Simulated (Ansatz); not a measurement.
The relaxed structure here is a generated cell of Sn: the first start was made by placing the elements on the sites of a structure type, and the end was not matched to a known phase here, so it may be hypothetical. Known forms of Sn include space group No. 141, 227.

A relaxed cell of Sn (P6₃/mmc (No. 194)), relaxed on a k-mesh at least as fine as the one used below. These are PBEsol (plane waves to 420 eV, PAW, scalar-relativistic; Ansatz, an electronic-structure program) values and carry that method's errors. Γ-centred k-mesh 4×8×6 on the run's cell (coarser than for final values), Fermi–Dirac smearing 0.05 eV.

```
CELL_PARAMETERS angstrom
     10.04799     0.00000     0.00000
     -2.51200     4.35091     0.00000
      0.00000     0.00000     5.91964
ATOMIC_POSITIONS crystal
  Sn 0.00000 0.00000 0.75000
  Sn 0.50000 0.00000 0.75000
  Sn 0.00000 0.00000 0.25000
  Sn 0.50000 0.00000 0.25000
  Sn 0.16667 0.66667 0.75000
  Sn 0.66667 0.66667 0.75000
  Sn 0.33333 0.33333 0.25000
  Sn 0.83333 0.33333 0.25000
```

Every atom was then displaced, and the forces became (eV/Å):

```json
[
 {"atom": "Sn1", "Fx": "0.24", "Fy": "-0.33", "Fz": "-0.51"},
 {"atom": "Sn2", "Fx": "-0.16", "Fy": "-0.65", "Fz": "-0.21"},
 {"atom": "Sn3", "Fx": "0.47", "Fy": "-0.25", "Fz": "0.35"},
 {"atom": "Sn4", "Fx": "0.18", "Fy": "0.39", "Fz": "0.22"},
 {"atom": "Sn5", "Fx": "0.29", "Fy": "0.65", "Fz": "-0.05"},
 {"atom": "Sn6", "Fx": "-0.26", "Fy": "0.36", "Fz": "-0.12"},
 {"atom": "Sn7", "Fx": "-0.08", "Fy": "-0.39", "Fz": "0.12"},
 {"atom": "Sn8", "Fx": "-0.68", "Fy": "0.22", "Fz": "0.21"}
]
```

### Question
Which atom was moved farthest relative to the others, and in which direction?

### Answer
Sn3, by (-0.11, 0.08, -0.12) Å (0.18 Å, mean shift removed); the next is Sn2 with 0.14 Å. Its force makes an angle of 169° with its move.

All displacements (Å):

```
atom      ux      uy      uz
----  ------  ------  ------
Sn1   -0.037   0.115  -0.018
Sn2    0.105   0.108   0.051
Sn3   -0.120   0.138  -0.119
Sn4   -0.060  -0.054  -0.008
Sn5   -0.059   0.029  -0.014
Sn6    0.098   0.007  -0.063
Sn7   -0.025   0.018   0.070
Sn8   -0.018   0.106   0.089
```

The undisplaced cell is probably no minimum: from this displacement the run went on to Cmmm (No. 65) at a tolerance of 0.01 Å, P6/mmm (No. 191) at 0.1 Å, 0.31 eV/atom below it.

No spin polarisation in the result.
